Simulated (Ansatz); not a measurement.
Relaxed-ion elastic tensor of MgTe (wurtzite, P6_3mc) in GPa (Voigt order), PBEsol (plane waves, PAW; program Ansatz); density 3.78 g/cm³, 33.38 Å³ per atom.

```
52.2  30.5  26.1   0.0   0.0   0.0
30.5  52.2  26.1   0.0   0.0   0.0
26.1  26.1  55.9   0.0   0.0   0.0
 0.0   0.0   0.0   9.8   0.0   0.0
 0.0   0.0   0.0   0.0   9.8   0.0
 0.0   0.0   0.0   0.0   0.0  10.8
```

Q: Is the crystal mechanically stable?

A: Yes: the smallest eigenvalue of C is 9.8 GPa.

Q: Work out the Voigt, Reuss and Hill averages.

A: K_V = 36.2, K_R = 36.2, K_H = 36.2; G_V = 11.3, G_R = 11.0, G_H = 11.1 GPa.

Q: Give Young's modulus, Poisson's ratio, Pugh's ratio and the universal anisotropy index.

A: E = 9KG/(3K + G) = 30.3 GPa; ν = 0.36; K/G = 3.25 (ductile by the Pugh limit of 1.75); A_U = 5G_V/G_R + K_V/K_R − 6 = 0.12.

Q: Estimate the sound speeds and the Debye temperature.

A: v_l = √((K + 4G/3)/ρ) = 3670 m/s, v_t = √(G/ρ) = 1720 m/s, mean 1930 m/s; Θ = (h/k)(3n/4πV)^(1/3) v_m = 179 K.

Q: Solve the Christoffel equation for the three sound speeds along x, y, z.

A: Eigenvalues of C_ijkl n_j n_l equal ρv² (piezoelectric stiffening left out). In km/s, slowest first: x 1.61, 1.69, 3.72; y 1.61, 1.69, 3.72; z 1.61, 1.61, 3.85.

Q: How much does each axis shrink under pressure?

A: Linear compressibilities β_i = Σ_j S_ij (j = 1 to 3): x 9.2, y 9.2, z 9.4 per TPa.

Symmetry was held in the PBEsol relaxation. Spin–orbit coupling is left out wherever it is not named.

Potentials: the later of the program's two PAW sets.
